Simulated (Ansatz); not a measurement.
A geometry of Li away from equilibrium: the start of the relaxation of a generated trial cell of Li in the AFLOW prototype A_tP12_96_ab (as in Si). The numbers are results of PBE (plane waves to 420 eV, PAW, scalar-relativistic; Ansatz, a program for electronic structure), not measurements. Γ-centred k-mesh 5×5×4 on the run's cell (coarser than for final values), Fermi–Dirac smearing 0.05 eV.

```xyz
12
Lattice="5.8715 0.0000 0.0000 0.0000 5.8715 0.0000 0.0000 0.0000 7.3981" Properties=species:S:1:pos:R:3:forces:R:3 pbc="T T T" free_energy=-2453.261 pressure_GPa=0.3
Li     0.4985     0.4985     0.0000    0.4297    0.4297    0.0000
Li     3.4343     2.4373     1.8495    0.4297   -0.4297    0.0000
Li     2.4373     3.4343     5.5486   -0.4297    0.4297    0.0000
Li     5.3731     5.3731     3.6991   -0.4297   -0.4297    0.0000
Li     1.0287     2.2265     2.0286   -0.2464   -0.1777    0.2978
Li     3.9645     0.7093     7.2191   -0.2464    0.1777   -0.2978
Li     1.9071     5.1623     3.5200    0.2464   -0.1777   -0.2978
Li     4.8428     3.6451     5.7276    0.2464    0.1777    0.2978
Li     3.6451     4.8428     1.6705    0.1777    0.2464   -0.2978
Li     0.7093     3.9645     0.1790    0.1777   -0.2464    0.2978
Li     5.1623     1.9071     3.8781   -0.1777    0.2464    0.2978
Li     2.2265     1.0287     5.3696   -0.1777   -0.2464   -0.2978
```

Positions in Å, forces in eV/Å, free energy of the cell in eV (comparable only within this code, potentials and settings). Largest force: 0.61 eV/Å, on Li1, Li2, Li3, Li4 (atoms numbered as listed); the geometry lies 0.20 eV/atom above the end of its relaxation.

No spin polarisation in the result.

The run could not lose the symmetry of its start: the end is stationary, and may be a saddle point rather than a minimum.

The end of the path is a generated cell of Li: the first start was made by placing the elements on the sites of a structure type, and the end was not matched to a known phase here, so it may be hypothetical. Known forms of Li include space group No. 229.
